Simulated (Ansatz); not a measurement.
TiW in space group Cmmm (No. 65; Ti on 2a, W on 2c) under volume change, plane-wave PAW r²SCAN (Ansatz code), shape and atoms relaxed at each volume.

```csv
V (Å³/atom),E − E(relaxed) (meV/atom),P (GPa)
14.561,94.9,22.70
15.041,…,…
15.521,9.6,6.54
16.001,0.0,0.01
16.481,8.7,-5.68
16.961,33.3,-10.65
17.441,…,…
```

**Question.** Fill in the missing entries.

**Answer.** 
- 17.441, E − E(relaxed) (meV/atom): 71.9
- 17.441, P (GPa): -14.96
- 15.041, E − E(relaxed) (meV/atom): 40.2
- 15.041, P (GPa): 14.04

**Question.** What does a third-order Birch–Murnaghan fit give for V₀, B₀ and B′?

**Answer.** V₀ = 16.00 Å³/atom, B₀ = 203 GPa, B′ = 3.6.

The first step of the workflow began from a Materials Project structure, measured or hypothetical; the Crystallography Open Database copy checked does not list it. With Ti and W taken as one species the cell has the higher symmetry Im-3m, so it may be an ordered model of a mixed-site phase. Its standing as an ambient phase is unchecked. The r²SCAN relaxation kept the symmetry of its start; its stability against distortions is not shown here. The run is not spin-polarised. Scalar-relativistic: spin–orbit coupling is off unless named, which matters more the heavier the elements.

Potentials: the later of the program's two PAW sets.
